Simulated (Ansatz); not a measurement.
# Calculated field gradients at the nuclei for TiO2

The cell is a COD entry, ions relaxed with PBE at fixed cell.

Space group Pbca (No. 61); a = 5.1450, b = 9.1850, c = 5.4470 Å.

```csv
site,Wyckoff,site symmetry,x,y,z
Ti,8c,1,0.1386,0.1290,0.9056
O9,8c,1,0.4646,0.2299,0.8913
O17,8c,1,0.8161,0.0098,0.8506
```

One atom of each set is listed.

Level of theory: DFT, PBE, plane waves and PAW (field gradients read without the response of the frozen cores, which leaves them typically 4 to 6 % off), scalar-relativistic, 420 eV cutoff, Γ-centred 5×3×4 k-points, Fermi–Dirac smearing 0.02 eV (Ansatz 0.2.0).

Conventions: |V_zz| ≥ |V_yy| ≥ |V_xx|, η = (V_xx − V_yy)/V_zz, C_Q = eQV_zz/h.

⁴⁷Ti: I = 5/2, Q = 302.0 mb; ¹⁷O: I = 5/2, Q = -25.58 mb. Nuclear quadrupole moments: year-2017 set (Pyykkö).

(1) Which values are expected at the nuclei?

Results:

(1) 

```
site  atoms          first shell  V_zz (10²¹ V/m²)     η  C_Q (MHz)
  Ti      8   6 O at 1.86–2.07 Å              2.00  0.85       14.6
  O9      8  3 Ti at 1.92–2.07 Å             -2.48  0.83       1.53
 O17      8  3 Ti at 1.86–2.01 Å              2.07  0.87      -1.28
```

At this cell the principal stresses reach 5 GPa in size with PBE, which can matter for small gradients.

The relaxation (6 steps) took 2.7 min of wall time (2.7 min of CPU time) and 0.85 GiB at its peak, on 1 thread of Intel Xeon Platinum 8259CL CPU @ 2.50GHz (Skylake/Cascade Lake) (x86_64; 16 cores open to the job, memory cap 3.0 GiB, no GPU), a shared host with a load of 0.4 a core.
